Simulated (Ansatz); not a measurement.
# Profile along the Eu–Eu line in Eu (bcc, W type)

Eu (bcc, W type)

```xyz
1
Lattice="-2.1904 2.1904 2.1904 2.1904 -2.1904 2.1904 2.1904 2.1904 -2.1904" Properties=species:S:1:pos:R:3 pbc="T T T"
Eu     0.0000     0.0000     0.0000
```

Fields along a shortest Eu–Eu line of a {211} plane (3.79 Å), from Eu to Eu, interpolated on the slice's grid (step about 0.2 Å). Level of theory: PBE (plane waves to 420 eV, PAW, scalar-relativistic; Ansatz, a program for electronic structure). k mesh 15×15×15. Near the nuclei the fields are pseudised (PAW); where an atom keeps semicore shells as valence, they peak there. Eu was relaxed with its symmetry unable to fall. Relaxed Eu ends ferromagnetic. The PAW data are Ansatz's earlier set. The relaxed volume of Eu is well below the measured one. Other magnetic orders were not checked, so this need not be the ground state. The f-shell state is unchecked: a lower one may exist.

```csv
distance from Eu (Å),valence electron density (e/Å³),"spin density, up minus down (e/Å³)",electron localisation function,ELF of the up spins,ELF of the down spins
0.00,18.31,17.09,x,x,x
0.19,15.30,13.65,x,x,x
0.38,9.31,7.01,x,x,x
0.57,4.64,2.38,0.72,0.67,0.79
0.76,2.13,0.60,0.75,0.66,0.86
0.95,0.92,0.15,0.64,0.54,0.80
1.14,0.38,0.05,0.37,0.31,0.50
1.33,0.16,0.02,0.14,0.13,0.16
1.52,0.09,0.01,0.08,0.08,0.08
1.71,0.07,0.01,0.09,0.09,0.08
1.90,0.06,0.01,0.11,0.11,0.11
2.08,0.07,0.01,0.09,0.09,0.08
2.27,0.09,0.01,0.08,0.08,0.08
2.46,0.16,0.02,0.14,0.13,0.16
2.65,0.38,0.05,0.37,0.31,0.50
2.84,0.92,0.15,0.64,0.54,0.80
3.03,2.13,0.60,0.75,0.66,0.86
3.22,4.64,2.38,0.72,0.67,0.79
3.41,9.31,7.01,x,x,x
3.60,15.30,13.65,x,x,x
3.79,18.31,17.09,x,x,x
```

x: too close to a nucleus for the ELF to mean much.

Density on the Eu–Eu line (3.79 Å) at its midpoint: 0.06 e/Å³. ELF at that point: 0.11.
